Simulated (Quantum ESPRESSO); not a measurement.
## AlN (P6₃mc) under strain

```yaml
crystal:
  lattice:
    - [3.12859, 0.00000, 0.00000]
    - [-1.56429, 2.70944, 0.00000]
    - [0.00000, 0.00000, 5.01696]
  atoms:
    - { symbol: Al, position: [0.66667, 0.33333, 0.49929] }
    - { symbol: Al, position: [0.33333, 0.66667, 0.99929] }
    - { symbol: N, position: [0.66667, 0.33333, 0.88071] }
    - { symbol: N, position: [0.33333, 0.66667, 0.38071] }
```
The cell was made here from a computed Materials Project entry: atoms relaxed in the unchanged cell (PBE without dispersion, pw.x of a modified build of Quantum ESPRESSO, symmetry kept). The parent is AlN in P6₃mc. Stability against distortions was not tested.

The last row's change in full: strained by +2 % along the unique axis and by -1 % across it, atoms relaxed (PBE, pw.x of Quantum ESPRESSO); the other rows go along the same path.

Method: shieldings by PBE GIPAW (Quantum ESPRESSO, JTH PAW datasets), 25 Ha, k-mesh 7×7×4 shifted, f-sum rule met within 0.042 %. Values are those of the named site's first atom. Shieldings are absolute and leave out the bulk-susceptibility term; a larger σ means a smaller chemical shift. By our sweeps, such settings leave a few ppm in absolute σ. The datasets of Al hold no d projectors, which limits absolute σ on these atoms. The structure is static (0 K, no zero-point motion).

```json
[
 {"axial strain (%)": "-2", "σ_iso Al (ppm)": "448.2", "σ_iso N (ppm)": "119.3"},
 {"axial strain (%)": "-1", "σ_iso Al (ppm)": "446.5", "σ_iso N (ppm)": "119.2"},
 {"axial strain (%)": "0", "σ_iso Al (ppm)": "444.9", "σ_iso N (ppm)": "118.7"},
 {"axial strain (%)": "+1", "σ_iso Al (ppm)": "443.6", "σ_iso N (ppm)": "117.8"},
 {"axial strain (%)": "+2", "σ_iso Al (ppm)": "442.4", "σ_iso N (ppm)": "116.5"}
]
```
